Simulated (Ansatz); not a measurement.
Structure relaxation, ScAlCO

The start is a relaxed ScAlCO cell with every coordinate shifted by Gaussian noise of σ = 0.2 Å. The cell and all atomic positions are relaxed at zero pressure with r2SCAN (plane waves to 500 eV, PAW, scalar-relativistic; Ansatz, a program for electronic structure). The first steps use a coarse 8×8×3 k-mesh.

Input geometry:
```
ScAlCO
1.0
    3.24424     0.00000     0.00000
   -1.62212     2.80960     0.00000
    0.00000     0.00000    10.17754
Sc Al C O
2 2 2 2
Direct
  0.54506   0.26422   0.80285
  0.33803   0.64427   0.32031
  0.03564   0.97130   0.52567
  0.04773   0.93149   0.05597
  0.37284   0.76842   0.93810
  0.62129   0.28979   0.43661
  0.86145   0.93298   0.67805
  0.06650   0.99658   0.21055
```

### Question
How large is the pressure on the unrelaxed cell, and of which sign?

### Answer
+14.1 GPa (positive: the cell is compressed).

### Question
What is the largest force in the starting geometry, and on which atom (counted from 1)?

### Answer
7.41 eV/Å, on Al4 (atoms numbered as listed).

### Question
Is the parent structure recovered?

### Answer
It relaxes back to the parent, P6₃mc (No. 186).

### Question
How do the shortest distances between atoms change?

### Answer
The closest pairs of elements (up to four, under 3.6 Å), start → end: Al–O 1.58 → 1.80 Å; Al–C 1.84 → 2.04 Å; C–Sc 1.97 → 2.34 Å; O–Sc 2.08 → 2.17 Å.

### Question
Is the relaxed structure metallic? Give its gap.

### Answer
1.51 eV, indirect (valence top at Γ, conduction bottom at M) (no spin-orbit coupling).

Final structure:

```cif
data_C2Al2O2Sc2
_chemical_formula_sum 'Sc2 Al2 C2 O2'
_space_group_name_H-M_alt 'P63mc'
_space_group_IT_number 186
_space_group_name_Hall 'P 6c -2c'
_cell_length_a 3.24427
_cell_length_b 3.24427
_cell_length_c 10.17741
_cell_angle_alpha 90.000
_cell_angle_beta 90.000
_cell_angle_gamma 120.000
loop_
_atom_site_label
_atom_site_type_symbol
_atom_site_symmetry_multiplicity
_atom_site_Wyckoff_symbol
_atom_site_fract_x
_atom_site_fract_y
_atom_site_fract_z
_atom_site_occupancy
Sc1 Sc 2 b 0.33333 0.66667 0.30900 1
Al1 Al 2 a 0.00000 0.00000 0.02574 1
C1 C 2 b 0.66667 0.33333 0.44710 1
O1 O 2 a 0.00000 0.00000 0.20222 1
```

Final values are on a 12×12×4 k-mesh of the relaxed cell. No spin polarisation in the result.

The cell that was disturbed is our relaxation of an entry of Materials Project.
